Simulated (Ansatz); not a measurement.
**Property card for Ga$_{2}$SnH$_{6}$**

The calculation used DFT PBE, scalar-relativistic, plane waves, PAW (Ansatz 0.2.0).

Plane waves to 420 eV, a k mesh through Γ of 10×10×10 on the computed 9-atom cell and Gaussian smearing (0.10 eV); no spin polarisation.

The structure is relaxed at this level of theory with its symmetry kept, and needn't be the ground state of this composition.

Space group Fm-3m (No. 225), cubic, a = 7.524 Å. Ga is surrounded by 6 H at 1.88 Å; Sn has 12 H at 2.66 Å; H is surrounded by 2 Ga at 1.88 Å, 2 Sn at 2.66 Å and 8 H at 2.66 Å.

```json
{
 "Volume per atom": "11.83 Å³",
 "Formation energy from the elements' standard states (uncorrected)": "+0.388 eV/atom",
 "Kohn–Sham band gap": "none (metal)",
 "Density of states at the Fermi level": "1.7 states/eV per cell",
 "Orbital (Löwdin) character within 0.5 eV of the Fermi level": "Sn 5p 43 %, Ga 4p 22 %, Ga 4s 18 %, H 1s 13 %",
 "Bader charge by site (e)": "Ga (2 in the cell) 0.74, Sn (1 in the cell) 0.89, H (6 in the cell) -0.40"
}
```

The cell was found from a structure generator's guess, not taken from experiment. Löwdin shares on free-atom orbitals overweight diffuse shells.
